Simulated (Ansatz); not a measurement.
Input and output for fcc Ca (111), 5 layers: DFT, PBEsol, PAW with Ansatz's default frozen-core files, scalar-relativistic (Ansatz 0.2.0). This run: no images along the normal.

The slab is cut from a bulk crystal relaxed on PAW files (its atoms may have been relaxed since).

Command: `ansatz run input.yaml --threads 2 --pin off --max-ram 5120MiB --backend cpu --events-out ev --progress --plain --runs-dir out` It took 22 s on 2 threads of Arm Neoverse V1 (shared host), peak memory 0.88 GiB.

```yaml
crystal:
  lattice:
    - [3.85795988, 0.0, 0.0]
    - [-1.92897994, 3.3410912629, 0.0]
    - [0.0, 0.0, 32.6]
  atoms:
    - { symbol: Ca, position: [0.8333333333, 0.1666666667, 0.3092479501] }
    - { symbol: Ca, position: [0.1666666667, 0.8333333333, 0.4034120216] }
    - { symbol: Ca, position: [0.5, 0.5, 0.499999938] }
    - { symbol: Ca, position: [0.8333333333, 0.1666666667, 0.5965879476] }
    - { symbol: Ca, position: [0.1666666667, 0.8333333333, 0.6907521427] }
  periodic: [true, true, false]
kpoints:
  mp_grid: { grid: [11, 11, 1] }
scf:
  occupations: { method: fermi_dirac, width: 0.1 }
hamiltonian:
  xc: pbesol
  pseudopotentials: { kind: paw }
output:
  forces: true
  stress: true
  eigenvalues: true
  write_density: true
  write_potential: true
  elf: true
  volumetric_format: npy
```

Output:

```
Warning: crystal.periodic: the lattice vector that does not repeat stood 0.000° off the slab's normal, 32.600 Å along it as the deck builds it. The run solves the slab on a vector along the normal, 48.674 Å long, with every atom where it was (on the deck's vector they left 20.16 Å outside them, and the widest stretch free of ions among them is 3.15 Å). A fractional position that the run reports is one of the run's cell, which starts as this one, and not of the deck's: it goes into a deck with that cell's vectors. The slab on that cell runs as it stands in a deck that lists each atom with its symbol and moment, types crystal.periodic and leaves out crystal.checkpoint, crystal.saddle_side, crystal.structure_sha256, crystal.space_group, crystal.setting, crystal.reduce_to_primitive, crystal.supercell, crystal.defects and each atom's wyckoff. Where those keys changed the vectors of the plane, lay the indices of each lattice_plane and lattice_line anew on these rows. Along the normal they count this vector already. An outside_sphere can name other atoms there (type this run's as sites). In the order of the run's atom list the slab is: crystal.lattice: [[3.85795988, 0.0, 0.0], [-1.92897994, 3.3410912629, 0.0], [0.0, -0.0, 48.67407335752]]; position: [0.8333333333000001, 0.1666666667, 0.20712224142840188]; position: [0.1666666666999999, 0.8333333332999999, 0.27018967176964603]; position: [0.5, 0.5, 0.3348804990918579]; position: [0.8333333333000001, 0.1666666667, 0.39957138883580257]; position: [0.1666666666999999, 0.8333333332999999, 0.4626389019595163];
Warning: the atoms were moved onto the symmetric positions of the space group found under crystal.symmetry.tolerance 1.0e-5 (fractional; no operation is sought that the atoms, as they stand in a round, miss by more than twice it, and no atom is moved by as much as it), and the run uses the moved positions. Before a round's move an operation carried an atom to 4.04e-6 Å from where it should land, the largest such distance. Atom 2 (counting from 0) moved farthest, by 2.02e-6 Å; the longest move in fractions of the cell, of whichever atom, is 4.2e-3 of the tolerance, in 1 round. To run the atoms as typed, lower crystal.symmetry.tolerance until the operations that they miss are no longer found, or set crystal.symmetry.detect: false (a key that needs symmetry detection or time reversal refuses this as the deck is read). The cell that the run holds for the slab and the positions used, fractions of it, in the order of the run's atom list, to be typed as slab_cell_height_set says: crystal.lattice: [[3.8579598800224217, 0.0, 0.0], [-1.9289799400112109, 3.3410912628805822, 0.0], [0.0, 0.0, 48.67407335752]]; position: [0.8333333333333334, 0.16666666666666663, 0.20712221035148773]; position: [0.1666666666666667, 0.8333333333333333, 0.27018968208396665]; position: [0.5, 0.5, 0.3348805406170449]; position: [0.8333333333333334, 0.16666666666666663, 0.3995713991501232]; position: [0.1666666666666667, 0.8333333333333333, 0.46263887088260214]; The lattice was moved too: crystal.lattice keeps the space group found at crystal.symmetry.tolerance 1.0e-5 only nearly: the operation that it misses by the most changes a squared length by the fraction 2.01e-11. The run uses the lattice that is a stretch of the typed one, with no rotation, onto the one that keeps every operation to a double's rounding (on a very oblique basis the stretch itself rounds by more); the deck's lattice vector that moved farthest moved by 2.24e-11 Å. To run the lattice as typed, set crystal.symmetry.detect: false, as for the atoms. crystal.lattice made exact, in Å and degrees: [[3.8579598800224217, 0.0, 0.0], [-1.9289799400112109, 3.3410912628805822, 0.0], [0.0, 0.0, 48.67407335752]]. It is of the cell that the run set for the slab: pasted over the deck's crystal.lattice together with the atoms' positions on it (this notice's atoms.positions_frac where the atoms moved, else slab_cell_height_set's deck.positions_frac) it runs the same cell (given as lengths and angles, that cell in the form's own orientation, a rigid turn of the misfit's size from the one run here, for which a checkpoint.post_process_only pass over this run's state can be refused: where this run relaxes nothing, give such a pass this deck's own crystal.lattice, as typed; behind a relaxation, as crystal.lattice, the state's own cell, identity.cell in its checkpoint.json), and a matrix so pasted ends this notice, except on a very skew basis of the lattice, where the rounding of the pasted numbers themselves can read as a misfit: the cell is then moved again, and that move is told again. The lattice as run is in this notice's lattice.as_run_ang field (Run.prep()["deck_notices"] in Python, the deck_notice line of an events file, deck_notices of ansatz run --dry-run=json, or deck_notices in record.json in the deck's checkpoint.write directory).
crystal.periodic: the lattice vector that does not repeat stood 0.000° off the slab's normal, 32.600 Å along it as the deck builds it. The run solves the slab on a vector along the normal, 48.674 Å long, with every atom where it was (on the deck's vector they left 20.16 Å outside them, and the widest stretch free of ions among them is 3.15 Å). A fractional position that the run reports is one of the run's cell, which starts as this one, and not of the deck's: it goes into a deck with that cell's vectors. The slab on that cell runs as it stands in a deck that lists each atom with its symbol and moment, types crystal.periodic and leaves out crystal.checkpoint, crystal.saddle_side, crystal.structure_sha256, crystal.space_group, crystal.setting, crystal.reduce_to_primitive, crystal.supercell, crystal.defects and each atom's wyckoff. Where those keys changed the vectors of the plane, lay the indices of each lattice_plane and lattice_line anew on these rows. Along the normal they count this vector already. An outside_sphere can name other atoms there (type this run's as sites). In the order of the run's atom list the slab is: crystal.lattice: [[3.85795988, 0.0, 0.0], [-1.92897994, 3.3410912629, 0.0], [0.0, -0.0, 48.67407335752]]; position: [0.8333333333000001, 0.1666666667, 0.20712224142840188]; position: [0.1666666666999999, 0.8333333332999999, 0.27018967176964603]; position: [0.5, 0.5, 0.3348804990918579]; position: [0.8333333333000001, 0.1666666667, 0.39957138883580257]; position: [0.1666666666999999, 0.8333333332999999, 0.4626389019595163];
Engine: ansatz 0.2.0
Pseudopotentials: kind: paw
Pseudopotential: Ca, paw, valence charge 10, recommended cutoff 420 eV (normal), Ca.paw.azcp
Functional definition: PBEsol
  exchange = pbesol_x
  correlation = pbesol_c
Crystal: 5 atoms, lattice volume = 627.399 Å³
Basis set: ecut = 420 eV, 12331 PW (Γ), exchange–correlation on 54×54×720 points (8 copies of the dense FFT grid, shifted against one another)
Bands: 30, of which v1, the nominal top of the filled ones, is band 25 counted from 1 (24 counted from 0)
Symmetry: 12 space group operations
Space group: P-3m1 (ITA 164), of the structure as read, at distance tolerance 8.6e-5 Å
k-points: 16 of 121
Non-local potential: Ca, projectors of the file, l = 0: 3, l = 1: 2, l = 2: 2
PAW form: soft (Blöchl's): semilocal exchange-correlation on the pseudo side does not see the compensation charge
PAW frozen core: Ca, regenerated for the run's functional, and the local potential with it (the file was generated under x = pbe(κ = 0.804, μ = 0.2195149727645171), c = pbe(β = 0.06672455060314922))
PAW one-centre angular grid: Ca, 110 points (default); XC on 64 Gauss nodes
Initial density: superposition of atomic densities (neutral atoms: chi_scale 0, normalization atom), corrected by the library's trained network
Initial wavefunctions: pseudopotential atomic-orbital guess
Functional: x = pbesol(κ = 0.804, μ = 0.12345679012345678), c = pbesol(β = 0.046)
SCF iter   1: F=—  HF=-8967.966483 eV  |F-HF|=—  |Δ(HF+E_count)|=         —  Δρ=1.94e-3  dr2=8.06e-1  ethr=1.77e-3  ⟨swp⟩=23.2  Hψ=9257  notcnv=0
automatic band count: the SCF goes on with 35 bands, as 30 were too few: the levels above may hold too much charge
preconditioner: auto → LDOS  [metal: Δε(μ)=0.005 eV  Ē_g=2.424 eV  σ=0.100 eV  W_gap=0.01  n_scr=26 (ndim 8)  ℏωp=4.7 eV  f_vac=0.635  D(μ)=6.79/eV (n_scr^D=20)  β→1.0]
SCF iter   2: F=—  HF=-8967.942819 eV  |F-HF|=—  |Δ(HF+E_count)|=   2.37e-2  Δρ=6.47e-4  dr2=3.18e-3  ethr=1.61e-3  ⟨swp⟩=2.6  Hψ=776  notcnv=0
[... lines left out ...]
  E_paw        = -4183.608745  (= ΣΔE_a)
  E_vpaw       = -324.064509  (= ΣTr[D̂ρ^β])
  E_aug_tail   = -0.000028  (compensation charges beyond the density's cutoff)
  E_ewald      = 59061.933012
  E_core_change = 0.593972  (= ΣΔE_core)
  E_smearing   = -0.217168  (= −TS)
  E_closure    = 0.000000  (closes the sum)
  Σ components = -8967.942792   (vs F -8967.942792, Δ=0.00e0)
--- Forces (eV/Å), atoms counted from 1 ---
  atom   1  Ca     0.00000000     0.00000000    -0.00272435
  atom   2  Ca    -0.00000000     0.00000000     0.00220380
  atom   3  Ca    -0.00000000     0.00000000     0.00000000
  atom   4  Ca     0.00000000    -0.00000000    -0.00220380
  atom   5  Ca    -0.00000000    -0.00000000     0.00272435
  max |Σ_I F_I| component: 8.67e-19 eV/Å
--- 2D stress c σ (N/m, compression-positive) ---
        0.155428      -0.000000       0.000000
        0.000000       0.155428       0.000000
        0.000000       0.000000       0.000000
  P = ½ c Tr σ = 0.1554 N/m
--- Band table (eV; the first three rows and the last of 16) ---
  k-point 0: bands = ["-45.1566", "-45.1566", "-44.7965", "-44.7391", "-44.7385", "-26.2848", "-26.2848", "-26.1310", "-26.1310", "-26.1310", "-26.1310", "-25.9140", "-25.8214", "-25.8028", "-25.8028", "-25.7858", "-25.7462", "-25.7462", "-25.7451", "-25.7451", "-7.0338", "-6.6852", "-6.0823", "-5.2975", "-4.5045", "-3.0807", "-2.7147", "-2.2826", "-1.7620 (-1.7620°)", "-1.1958 (-1.1959°)", "-0.8536", "-0.8536", "-0.8289", "-0.8289", "-0.7965"]
  k-point 1: bands = ["-45.1557", "-45.1557", "-44.7956", "-44.7382", "-44.7376", "-26.2833", "-26.2833", "-26.1409", "-26.1409", "-26.1333", "-26.1333", "-25.9112", "-25.8261", "-25.8067", "-25.8053", "-25.7869", "-25.7552", "-25.7546", "-25.7485", "-25.7473", "-6.9049", "-6.5587", "-5.9593", "-5.1781", "-4.3847", "-3.0568", "-2.6634", "-2.2434", "-1.7566 (-1.7566°)", "-1.2388 (-1.2389°)", "-1.0123", "-0.9992", "-0.8386", "-0.8095", "-0.7671"]
  k-point 2: bands = ["-45.1534", "-45.1534", "-44.7931", "-44.7359", "-44.7354", "-26.2792", "-26.2792", "-26.1672", "-26.1672", "-26.1396", "-26.1396", "-25.9040", "-25.8483", "-25.8120", "-25.8082", "-25.7926", "-25.7812", "-25.7752", "-25.7548", "-25.7532", "-6.5279", "-6.1899", "-5.6028", "-4.8358", "-4.0469", "-2.9888", "-2.5291", "-2.1544", "-1.7828", "-1.4518 (-1.4519°)", "-1.4086 (-1.4086°)", "-1.3465 (-1.3465°)", "-1.1628 (-1.1628°)", "-1.0077", "-0.7889"]
  k-point 15: bands = ["-45.1444", "-45.1444", "-44.7836", "-44.7268", "-44.7268", "-26.2637", "-26.2637", "-26.2275", "-26.2275", "-26.2036", "-26.2036", "-25.9067", "-25.8827", "-25.8827", "-25.8412", "-25.8294", "-25.8175", "-25.8082", "-25.7988", "-25.7967", "-3.3921", "-3.3777", "-3.2050", "-3.1949", "-3.0349", "-2.8450", "-2.7709", "-2.5819", "-2.4064", "-2.3030", "-2.2575", "-2.0072", "-1.9720", "-1.8965", "-1.5763"]
  ° read free of the cell's end (the report's vacuum.weakly_bound_levels)
```

Next run (core holes in 2p of Ca), as changes to the input before:

```diff
-  periodic: [true, true, false]
 kpoints:
   eigenvalues: true
-  write_density: true
-  write_potential: true
-  elf: true
-  volumetric_format: npy
+  core_levels:
+    shells: { Ca: ["2p"] }
+    counted_from: fermi_level
+    add_spin: false
```

Results part of the output:

```
Warning: the atoms were moved onto the symmetric positions of the space group found under crystal.symmetry.tolerance 1.0e-5 (fractional; no operation is sought that the atoms, as they stand in a round, miss by more than twice it, and no atom is moved by as much as it), and the run uses the moved positions. Before a round's move an operation carried an atom to 4.04e-6 Å from where it should land, t
SCF 1 converged in 8 iterations: F = -8967.942792 eV  dr2 = 3.55e-8
  greatest PAW one-centre occupation: 0.996 electrons in one spin orbital (limit 2), on the Ca atom at site 4 (counted from 0), in its partial waves of l = 0
── core hole 1/3: 2p of Ca 0 ──
── 2p of Ca 0: 345.240 eV over the cell without the hole, in 11 iterations ──
── core hole 2/3: 2p of Ca 1 ──
── 2p of Ca 1: 344.965 eV over the cell without the hole, in 12 iterations ──
── core hole 3/3: 2p of Ca 2 ──
── 2p of Ca 2: 345.008 eV over the cell without the hole, in 11 iterations ──
SCF converged after 8 iterations
Free energy (F): -8967.942792 eV
Harris-Foulkes:  -8967.942792 eV  (|F-HF|=2.05e-8)
Internal energy: -8967.725624 eV  (E = F + TS)
E sigma→0 (E₀):  -8967.834208 eV
Entropy (-TS):   -0.217169 eV (-43.434 meV/atom)
Fermi energy:    1.023120 eV
--- Per-component energies (eV) ---
  E_band       = -1069.713873
  E_kinetic    = 1376.954721
[... lines left out ...]
  max |Σ_I F_I| component: 1.16e-18 eV/Å
--- Stress (GPa, compression-positive) ---
        0.047675      -0.000000      -0.000000
       -0.000000       0.047675      -0.000000
       -0.000000      -0.000000       0.007563
  P = ⅓ Tr σ = 0.0343 GPa (0.343 kbar)
--- Band table (eV; the first three rows and the last of 16) ---
  k-point 0: bands = ["-41.1099", "-41.1099", "-40.7498", "-40.6924", "-40.6918", "-22.2382", "-22.2381", "-22.0843", "-22.0843", "-22.0843", "-22.0843", "-21.8673", "-21.7747", "-21.7562", "-21.7562", "-21.7391", "-21.6995", "-21.6995", "-21.6984", "-21.6984", "-2.9871", "-2.6385", "-2.0356", "-1.2508", "-0.4577", "0.9660", "1.3319", "1.7641", "2.2847", "2.8509", "3.1931", "3.1931", "3.2177", "3.2177", "3.2499"]
  k-point 1: bands = ["-41.1090", "-41.1090", "-40.7489", "-40.6915", "-40.6909", "-22.2366", "-22.2366", "-22.0942", "-22.0942", "-22.0867", "-22.0867", "-21.8645", "-21.7795", "-21.7601", "-21.7587", "-21.7403", "-21.7085", "-21.7080", "-21.7019", "-21.7006", "-2.8582", "-2.5120", "-1.9126", "-1.1314", "-0.3380", "0.9899", "1.3833", "1.8033", "2.2900", "2.8079", "3.0344", "3.0475", "3.2079", "3.2371", "3.2796"]
  k-point 2: bands = ["-41.1067", "-41.1067", "-40.7464", "-40.6892", "-40.6887", "-22.2326", "-22.2325", "-22.1206", "-22.1206", "-22.0929", "-22.0929", "-21.8573", "-21.8016", "-21.7654", "-21.7615", "-21.7459", "-21.7346", "-21.7285", "-21.7081", "-21.7065", "-2.4812", "-2.1432", "-1.5561", "-0.7891", "-0.0002", "1.0579", "1.5176", "1.8923", "2.2639", "2.5948", "2.6380", "2.7002", "2.8839", "3.0389", "3.2579"]
  k-point 15: bands = ["-41.0977", "-41.0977", "-40.7369", "-40.6801", "-40.6801", "-22.2170", "-22.2170", "-22.1808", "-22.1808", "-22.1570", "-22.1570", "-21.8600", "-21.8360", "-21.8360", "-21.7945", "-21.7827", "-21.7709", "-21.7615", "-21.7521", "-21.7500", "0.6547", "0.6690", "0.8417", "0.8518", "1.0118", "1.2017", "1.2758", "1.4648", "1.6403", "1.7437", "1.7892", "2.0395", "2.0747", "2.1502", "2.4704"]
--- Core levels from the Fermi level (as output.core_levels.counted_from types it; a hole's nearest image at 3.9 Å) ---
  the holes have no spin, as output.core_levels.add_spin types it
  atom         alike  shell      binding/eV   shift/eV difference/eV images/eV   SCF
  Ca 0             2     2p         345.240     +0.000       345.240         –    11
  Ca 1             2     2p         344.965     -0.275       344.965         –    12
  Ca 2             1     2p         345.008     -0.232       345.008         –    11
  the dataset of Ca with a 2p hole: scattering error 0.001 eV (0.002 eV in the local channel); free atom: scalar-relativistic, large and small components
  the two lines of Ca's 2p: 2p1/2 +2.382 eV and 2p3/2 -1.191 eV off its levels, 1 : 2 in strength
```

Next run (Sc in place of Ca in the outer layer), as changes to the input before:

```diff
   atoms:
-    - { symbol: Ca, position: [0.8333333333, 0.1666666667, 0.3092479501] }
+    - { symbol: Sc, position: [0.8333333333, 0.1666666667, 0.3092479501] }
   eigenvalues: true
-  core_levels:
-    shells: { Ca: ["2p"] }
-    counted_from: fermi_level
-    add_spin: false
+efield:
+  axis: 3
+  amplitude: 0
+  dipole_correction: true
```

Results part of the output:

```
SCF 1 converged in 8 iterations: F = -9284.340128 eV  dr2 = 8.21e-8
  greatest PAW one-centre occupation: 0.998 electrons in one spin orbital (limit 2), on the Sc atom at site 0 (counted from 0), in its partial waves of l = 0
SCF converged after 8 iterations
Free energy (F): -9284.340128 eV
Harris-Foulkes:  -9284.340128 eV  (|F-HF|=2.52e-8)
Internal energy: -9284.021898 eV  (E = F + TS)
E sigma→0 (E₀):  -9284.181013 eV
Entropy (-TS):   -0.318230 eV (-63.646 meV/atom)
Fermi energy:    0.880558 eV
Dipole field:    D = 0.009545 V/Å  (p = 0.022167 e·Å, saw-weighted, corrected)
Work function:   Φ+ = 3.0327 eV   Φ− = 3.3439 eV
Levels:          The Fermi level and band energies are counted from a zero that moves with the ramp; work functions are not
--- Per-component energies (eV) ---
  E_band       = -1129.344957
  E_kinetic    = 1356.171724
  E_local      = -31744.909479  (includes V_loc(G=0)·N_el)
  E_nonlocal   = 343.953423
  E_hartree    = 15043.278232
  E_xc         = -636.391801
  E_vxc        = -796.087959  (∫ρ·V_xc dr)
  E_paw        = -4278.838209  (= ΣΔE_a)
  E_vpaw       = -375.066217  (= ΣTr[D̂ρ^β])
  E_aug_tail   = -0.000013  (compensation charges beyond the density's cutoff)
  E_efield     = 0.000106  (sawtooth field / dipole correction)
  E_vefield    = 0.059571  (∫n·V_field dr)
  E_ewald      = 10632.109917
  E_core_change = 0.604202  (= ΣΔE_core)
  E_smearing   = -0.318230  (= −TS)
  E_closure    = -0.000000  (closes the sum)
  Σ components = -9284.340128   (vs F -9284.340128, Δ=0.00e0)
--- Forces (eV/Å), atoms counted from 1 ---
  atom   1  Sc     0.00000000     0.00000000     0.46688289
  atom   2  Ca    -0.00000000     0.00000000    -0.49802535
  atom   3  Ca     0.00000000     0.00000000     0.02673422
  atom   4  Ca     0.00000000    -0.00000000    -0.00212228
  atom   5  Ca     0.00000000    -0.00000000     0.00644749
  max |Σ_I F_I| component: 8.30e-5 eV/Å
--- Stress (GPa, compression-positive) ---
       -1.084483      -0.000000       0.000000
       -0.000000      -1.084483      -0.000000
       -0.000000      -0.000000      -0.496342
  P = ⅓ Tr σ = -0.8884 GPa (-8.884 kbar)
--- Band table (eV; the first three rows and the last of 16) ---
  k-point 0: bands = ["-49.7554", "-41.2519", "-40.8921", "-40.8317", "-40.7605", "-28.5354", "-28.3462", "-28.3462", "-22.3797", "-22.2265", "-22.2265", "-22.0013", "-21.8990", "-21.8990", "-21.8971", "-21.8389", "-21.8389", "-21.8101", "-21.7735", "-21.7735", "-3.1139", "-2.7740", "-2.2083", "-1.4077", "-0.5896", "0.8545", "1.1436", "1.3197", "1.7071", "1.7071", "1.9182", "2.1865", "2.1865", "2.5970", "3.0627", "3.0627"]
  k-point 1: bands = ["-49.7551", "-41.2511", "-40.8912", "-40.8309", "-40.7597", "-28.5350", "-28.3500", "-28.3471", "-22.3782", "-22.2364", "-22.2289", "-21.9988", "-21.9124", "-21.9014", "-21.8934", "-21.8486", "-21.8412", "-21.8092", "-21.7831", "-21.7758", "-2.9855", "-2.6490", "-2.0866", "-1.2898", "-0.4721", "0.8662", "1.1603", "1.3513", "1.6324", "1.7734", "1.9103", "2.1697", "2.2181", "2.5969", "2.8993", "3.0442"]
  k-point 2: bands = ["-49.7543", "-41.2487", "-40.8888", "-40.8286", "-40.7573", "-28.5338", "-28.3602", "-28.3497", "-22.3741", "-22.2628", "-22.2351", "-21.9922", "-21.9400", "-21.9080", "-21.8923", "-21.8736", "-21.8473", "-21.8102", "-21.8055", "-21.7820", "-2.6100", "-2.2840", "-1.7334", "-0.9522", "-0.1441", "0.8929", "1.1852", "1.4346", "1.4602", "1.9165", "1.9598", "2.1252", "2.2534", "2.4621", "2.5371", "2.7239"]
  k-point 15: bands = ["-49.7511", "-41.2397", "-40.8794", "-40.8197", "-40.7484", "-28.5290", "-28.3841", "-28.3749", "-22.3586", "-22.3230", "-22.2992", "-22.0012", "-21.9770", "-21.9716", "-21.9267", "-21.9072", "-21.8913", "-21.8660", "-21.8438", "-21.7992", "0.4577", "0.4852", "0.5788", "0.6646", "0.8077", "0.9176", "1.0669", "1.1377", "1.1978", "1.3224", "1.5091", "1.5242", "1.6544", "1.9152", "1.9801", "2.3359"]
```

The PAW files were made under PBE.
